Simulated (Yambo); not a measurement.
G0W0@LDA for MgPdF$_{6}$ (space group R-3, No. 148) in Yambo. Reference settings: 4×4×4 Γ-centred k mesh, bands 6 to 120 and a 6 Ry block in the screening, 120 bands in G with the Bruneval-Gonze terminator, plasmon pole fitted at 27.2 eV. The LDA gap F → F on this mesh is 1.83 eV; G0W0 gaps are taken between the same points.

With and without the terminator, as bands are cut:

```csv
bands in G (in W),"gap, terminator (eV)","gap, none (eV)","valence shift, terminator (eV)","valence shift, none (eV)"
47 (47),5.220,5.250,-1.551,-1.305
60 (60),5.051,5.104,-1.448,-1.180
77 (77),5.013,5.091,-1.443,-1.168
```

Over this range the gap spans 0.207 eV with the terminator and 0.159 eV without, the valence shift 0.108 eV and 0.137 eV. Neither column has reached its limit for certain.

Spin-orbit coupling is not included.

Geometry of the Materials Project entry, not relaxed at this level; primitive cell a = b = c = 5.3335 Å, α = β = γ = 55.07°.

A shift is the quasiparticle energy of the state minus its LDA energy.
